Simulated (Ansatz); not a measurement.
# Ru under pressure

Computed with Ansatz 0.2.0, DFT LDA, scalar-relativistic, plane waves, PAW. Settings: 420 eV plane-wave cutoff, Γ-centred 18×18×10 mesh, Fermi-Dirac smearing of 0.15 eV. No spin polarisation. Phonons by linear response, acoustic sum rule imposed.

The cell, relaxed at this level:
```yaml
crystal:
  lattice:
    - [2.67583, 0.00000, 0.00000]
    - [-1.33791, 2.31734, 0.00000]
    - [0.00000, 0.00000, 4.22638]
  atoms:
    - { symbol: Ru, position: [0.33333, 0.66667, 0.25000] }
    - { symbol: Ru, position: [0.66667, 0.33333, 0.75000] }
```

In a metal, frequencies and elastic constants depend on the k mesh and the smearing, soft modes and shear constants most.

Problem. The cell is relaxed again at 5 and 11 and 22 GPa. How do volume, gap and optical modes at Γ (cm⁻¹, counted from the lowest optical one; a degenerate one stands once) change?

Solution.
```tsv
	0 GPa	5 GPa	11 GPa	22 GPa
V/V0	1.000	0.987	0.972	0.948
gap (eV)	0.00	0.00	0.00	0.00
mode 1	204	208	212	220
mode 3	269	279	290	309
```

Cost: 4 runs of about 3.9 core-minutes in all, on Arm Neoverse V2 (shared hosts).